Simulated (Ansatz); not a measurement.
Ansatz 0.2.0, single run: SrLi$_{2}$Cr$_{4}$Sn

Launch command:

```bash
ansatz run input.yaml --threads 1 --pin off --max-ram 2560MiB --backend cpu --events-out ev --progress --plain --runs-dir out
```

The input file (Ansatz 0.2.0, plane waves):

```yaml
crystal:
  lattice:
    - [-3.045754, 3.045754, 3.621607]
    - [3.045754, -3.045754, 3.621607]
    - [3.045754, 3.045754, -3.621607]
  atoms:
    - { symbol: Sn, position: [0.0, 0.0, 0.0] }
    - { symbol: Sr, position: [0.5, 0.5, 0.0] }
    - { symbol: Li, position: [0.25, 0.75, 0.5] }
    - { symbol: Li, position: [0.75, 0.25, 0.5] }
    - { symbol: Cr, position: [0.03526, 0.03526, 0.4132] }
    - { symbol: Cr, position: [0.96474, 0.37794, 0.0] }
    - { symbol: Cr, position: [0.62206, 0.62206, 0.5868] }
    - { symbol: Cr, position: [0.37794, 0.96474, 0.0] }
  symmetry: { tolerance: 0.0003 }
kpoints:
  mp_grid: { grid: [4, 4, 4], shift: [0, 0, 0] }
magnetization:
  spin_polarized: false
scf:
  occupations: { method: tetrahedron }
  mixing: { preconditioner: local_kerker }
hamiltonian:
  pseudopotentials: { kind: paw }
  xc: lda
  hubbard:
    projectors: all-electron-ortho-atomic
    sites: [{ species: Cr, l: d, u_eff: 1.91 }]
basis:
  ecutwfc: 420
output:
  forces: true
  stress: true
  eigenvalues: true
```

Origin of the cell: a known structure type with other elements, at an estimated volume, so it need not be a known compound.

Output (shortened):

```
SCF iter   1: F=—  HF=-23000.283327 eV  Δρ=1.97e-1  dr2=6.88e1  defer=1
SCF iter   2: F=—  HF=-22996.241861 eV  Δρ=1.79e-1  dr2=3.77e1  defer=26
SCF iter   3: F=—  HF=-22990.910893 eV  Δρ=2.58e-2  dr2=1.11e0  defer=22
SCF iter   4: F=—  HF=-22990.902678 eV  Δρ=1.99e-2  dr2=3.63e-1  defer=22
SCF iter   5: F=—  HF=-22990.922608 eV  Δρ=7.64e-3  dr2=4.23e-2  defer=22
SCF iter   6: F=—  HF=-22990.943916 eV  Δρ=3.97e-3  dr2=1.62e-2  defer=22
SCF iter   7: F=—  HF=-22990.946912 eV  Δρ=1.73e-3  dr2=1.37e-3  defer=22
SCF iter   8: F=—  HF=-22990.949817 eV  Δρ=1.93e-3  dr2=3.65e-3  defer=22
SCF iter   9: F=—  HF=-22990.952893 eV  Δρ=7.99e-4  dr2=3.58e-4  defer=22
SCF iter  10: F=—  HF=-22990.952057 eV  Δρ=3.48e-4  dr2=1.38e-4  defer=22
SCF iter  11: F=—  HF=-22990.952602 eV  Δρ=1.10e-4  dr2=5.14e-6  defer=22
SCF iter  12: F=—  HF=-22990.952786 eV  Δρ=1.05e-4  dr2=1.15e-5  defer=22
SCF iter  13: F=—  HF=-22990.952713 eV  Δρ=5.29e-5  dr2=2.43e-6  defer=22
SCF iter  14: F=—  HF=-22990.952652 eV  Δρ=1.94e-5  dr2=1.59e-7  defer=22
SCF iter  15: F=-22990.952576 eV  HF=-22990.952576 eV  Δρ=8.18e-6  dr2=5.29e-8
SCF 1 converged in 15 iterations: F = -22990.952576 eV  dr2 = 5.29e-8
SCF converged after 15 iterations
Stability not checked: this state was not tested for a lower state beside it, because cold or Methfessel-Paxton smearing, or corrected tetrahedra, fill the levels in a way that the test cannot read (fill_not_monotonic; […]
Free energy (F): -22990.952576 eV
Harris-Foulkes:  -22990.952576 eV  (|F-HF|=4.41e-8)
Internal energy: -22990.934889 eV  (E = F + TS)
E sigma→0 (E₀):  -22990.952576 eV
Entropy (-TS):   -0.017687 eV (-2.211 meV/atom)
Fermi energy:    10.618227 eV
--- Per-component energies (eV) ---
  E_band       = -1264.323628
  E_kinetic    = 1880.095910
  E_local      = -9192.886982  (includes V_loc(G=0)·N_el)
  E_nonlocal   = 473.715474
  E_hartree    = 3993.591416
  E_xc         = -1124.750646
  E_vxc        = -996.847429  (∫ρ·V_xc dr)
  E_hubbard    = 8.427157  (on-site DFT+U / exact-exchange correction)
  E_vhub       = -4.645762  (the Hubbard potential's part of the band-sum identity)
  E_paw        = -11211.015667  (= ΣΔE_a)
  E_vpaw       = -1410.961355  (= ΣTr[D̂ρ^β])
  E_aug_tail   = 0.001448  (compensation charges beyond the density's cutoff)
  E_ewald      = -7820.292531
  E_core_change = 2.179533  (= ΣΔE_core)
  E_smearing   = -0.017687  (= −TS)
  Σ components = -22990.952576   (vs F -22990.952576, Δ=0.00e0)
--- Forces (eV/Å), atoms counted from 1 ---
  atom   1  Sn     0.000000    -0.000000     0.000000
  atom   2  Sr     0.000000     0.000000     0.000000
  atom   3  Li    -0.000000     0.000000    -0.000000
  atom   4  Li    -0.000000    -0.000000     0.000000
  atom   5  Cr     3.165427     3.165427    -3.710818
  atom   6  Cr     3.165427    -3.165427     3.710818
  atom   7  Cr    -3.165427    -3.165427    -3.710818
  atom   8  Cr    -3.165427     3.165427     3.710818
  max |Σ_I F_I| component: 1.33e-15 eV/Å
--- Stress (GPa, compression-positive) ---
       20.193893      -0.000000       0.000000
       -0.000000      20.193893       0.000000
        0.000000       0.000000       9.006731
  P = ⅓ Tr σ = 16.4648 GPa (164.648 kbar)
Occupation matrices written to <dir>
```

Caveats: forces and stress under tetrahedra may miss the slope of the energy; no spin polarisation, so a magnetic state may lie lower; the k mesh is coarse if the cell is a metal.

The run took 17 s of wall time on 1 CPU thread(s) of a shared host, from the program's own first density.
